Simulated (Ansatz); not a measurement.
The start is a relaxed TiC cell displaced along its unstable phonon at q = (½, ½, 0) of its primitive reciprocal cell (169i cm⁻¹), largest move 0.15 Å. The cell and all atomic positions are relaxed at zero pressure with PBE (plane waves to 420 eV, PAW, scalar-relativistic; Ansatz, a program for electronic structure). The first steps use a coarse 11×11×12 k-mesh.

Initial structure:
```
TiC
1.0
   10.76725     0.00000     0.00000
    5.38362     2.90107     0.00000
    0.00000     0.00000     2.79007
C Ti
4 4
Direct
  0.75000   0.50000   0.50000
  0.25000   0.50000   0.50000
  0.00663   0.50000   0.54729
  0.49337   0.50000   0.45271
  0.37520   0.99960   0.23792
  0.87480   0.00040   0.23792
  0.12480   0.00040   0.76208
  0.62520   0.99960   0.76208
```

* **Largest initial force**: 0.17 eV/Å, on C3, C4 (atoms numbered as listed)
* **Volume change**: +2.7 %, from 10.89 to 11.19 Å³/atom
* **Relative to the parent**: It does not go back: it reaches C2/m (No. 12), 0.15 eV/atom below the parent
* **Shortest distances (start → end)**: The closest pairs of elements (up to four, under 3.6 Å), start → end: C–Ti 2.11 → 2.07 Å; C–C 2.62 → 2.31 Å; Ti–Ti 2.79 → 2.80 Å
* **Optimiser moves**: 12

The end point of the relaxation:

Space group C2/m (No. 12); a = 10.2734 Å, b = 5.6534 Å, c = 3.0837 Å, α = 90.00°, β = 90.73°, γ = 90.00°

```tsv
atom	site	symmetry	x	y	z
C	2c	2/m	0.5000	0.5000	0.5000
C	2d	2/m	0.0000	0.5000	0.5000
C	4i	m	0.2876	0.0000	0.2408
Ti	8j	1	0.1286	0.2525	0.2610
```
(The calculation used a cell of 8 atoms; values per cell refer to that cell.)

Final values are on a 10×10×15 k-mesh of the relaxed cell. No spin polarisation in the result.

The run could not lose the symmetry of its start, so the end can be a saddle point.

The relaxed structure here is a generated cell of TiC: the first start was made by placing the elements on the sites of a structure type, and the end was not matched to a known phase here, so it may be hypothetical. Known forms of TiC include space group No. 225.
